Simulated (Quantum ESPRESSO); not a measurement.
## MoHf2Ga3AlRe (one composition in several site orders)

Computed values, not a measurement. The program is pw.x of Quantum ESPRESSO 7.5 (plane-wave density functional theory). The cell is made up: eight metal atoms on a hexagonal close-packed lattice, with elements, volume, strain and displacements drawn at random and not relaxed, so it may be unstable or far from any real phase. PseudoDojo standard norm-conserving files set the functional (PBE unless stated); there is no spin polarisation or spin-orbit coupling, the Fermi-Dirac width of 0.25 eV means electrons at about 2900 K, and the masses in the input are unused placeholders. Heavy elements are run without spin-orbit coupling, which real alloys of them have. A spin test at this wide smearing found no moment, but such smearing suppresses magnetism that the real alloy may have.

The runs put one composition on the sites in different orders. Cell, positions, cutoff, mesh and smearing stay as in the input of run 1; sites are counted in its order. Stress in the tables is positive in tension.

Input of run 1:

```
&control calculation='scf', pseudo_dir='./dojo.nc.sr.pbe.v0_5.standard.upf', outdir='./o', disk_io='minimal', tprnfor=.true., tstress=.true. /
&system ibrav=0, nat=8, ntyp=5, nbnd=61, ecutwfc=79.96652505, nosym=.true., tot_charge=0,
 occupations='smearing', smearing='fd', degauss=0.0183746611
/
&electrons conv_thr=1.470e-08, electron_maxstep=70, mixing_beta=0.5 /
ATOMIC_SPECIES
Al 1.0 Al.upf
Ga 1.0 Ga.upf
Hf 1.0 Hf.upf
Mo 1.0 Mo.upf
Re 1.0 Re.upf
CELL_PARAMETERS angstrom
0.0551 -0.071 4.6291
5.8849 0.0649 0.0698
-2.8863 5.0321 -0.1128
ATOMIC_POSITIONS angstrom
Mo -0.0132 -0.016 0.0399
Hf -1.4549 2.5255 -0.0711
Ga 2.906 0.0685 -0.0206
Ga 1.5154 2.617 0.0043
Hf -0.0033 1.6451 2.3349
Al -1.3299 4.1756 2.209
Ga 3.0106 1.7134 2.3367
Re 1.518 4.2648 2.2862
K_POINTS automatic
5 5 5 1 1 1
```

| run | elements on sites 1 to 8 | free energy less that of run 1 (eV) | -TS (eV) | pressure (GPa) | stress xx (GPa) | stress yy (GPa) | stress zz (GPa) | stress yz (GPa) | stress xz (GPa) | stress xy (GPa) | iterations |
| --- | --- | --- | --- | --- | --- | --- | --- | --- | --- | --- | --- |
| 1 | Mo Hf Ga Ga Hf Al Ga Re | 0.000 | -1.146 | -1.06 | 5.17 | 4.41 | -6.38 | -1.47 | 1.07 | 2.96 | 14 |
| 2 | Ga Ga Re Mo Hf Ga Al Hf | 0.082 | -1.243 | -0.29 | 3.45 | 1.08 | -3.65 | -1.21 | 1.25 | 0.14 | 14 |
| 3 | Al Hf Hf Ga Ga Re Mo Ga | 0.513 | -1.395 | 2.57 | 1.45 | -0.87 | -8.29 | -0.95 | 2.09 | -1.64 | 14 |
| 4 | Ga Ga Hf Ga Re Mo Hf Al | -0.054 | -1.179 | -1.01 | 4.71 | 1.45 | -3.13 | -0.92 | 0.76 | 2.54 | 14 |
| 5 | Ga Re Hf Al Ga Mo Ga Hf | 0.105 | -1.165 | -1.03 | 4.59 | 5.03 | -6.54 | -1.10 | 1.14 | 1.88 | 13 |
| 6 | Ga Ga Re Al Hf Hf Ga Mo | -0.539 | -1.154 | -1.52 | 4.06 | 0.34 | 0.16 | -1.63 | 0.64 | 1.58 | 14 |

Forces Fx Fy Fz (eV/Å):

| site | run 1 | run 2 | run 3 | run 4 | run 5 | run 6 |
| --- | --- | --- | --- | --- | --- | --- |
| 1 | -0.31 -0.47 -0.10 | 0.44 -0.04 -0.24 | 0.27 -0.03 -0.10 | 0.21 0.19 -0.06 | 0.35 0.18 -0.17 | -0.31 -0.04 -0.17 |
| 2 | -0.08 0.56 0.46 | -0.45 0.28 0.43 | -0.25 0.58 0.48 | 0.61 0.22 0.20 | 0.13 0.18 0.05 | -0.02 -0.15 0.33 |
| 3 | -0.14 -0.04 0.24 | -0.21 0.37 0.31 | -0.67 0.02 0.61 | -0.87 -0.63 0.59 | -0.50 -0.03 0.96 | 0.44 0.12 0.00 |
| 4 | -0.03 -0.02 0.01 | -0.66 -0.70 -0.08 | -0.04 -0.16 0.04 | -0.54 -0.13 0.18 | -0.13 -0.39 -0.19 | 0.21 0.29 0.05 |
| 5 | 1.06 -0.70 -0.73 | 1.73 0.41 -0.10 | 0.95 -0.42 -0.45 | 0.68 -0.08 0.03 | 0.43 0.31 -0.16 | 0.81 -0.07 -0.30 |
| 6 | -0.30 0.66 0.20 | -0.45 0.29 0.06 | -0.70 0.32 0.10 | -0.62 0.08 0.02 | -0.75 -0.69 -0.05 | -0.46 0.13 0.09 |
| 7 | -0.40 -0.03 -0.10 | -0.52 0.11 -0.17 | -0.32 0.25 -0.25 | -0.35 0.94 -0.38 | -0.29 0.62 -0.13 | -0.31 0.28 -0.13 |
| 8 | 0.20 0.06 0.04 | 0.12 -0.72 -0.22 | 0.75 -0.55 -0.43 | 0.87 -0.60 -0.57 | 0.75 -0.17 -0.31 | -0.35 -0.57 0.13 |

The sites are displaced and not relaxed, so the energy differences mix bonding between neighbours with strain and are not ordering energies. A rerun of one cell of this series at a higher cutoff and on a denser mesh moved values by no more than 0.002 eV in energy, 0.09 GPa in stress and 0.020 eV/Å in force, and a second program with other atomic files agreed on that cell to 2 % rms in force and 0.5 GPa in pressure.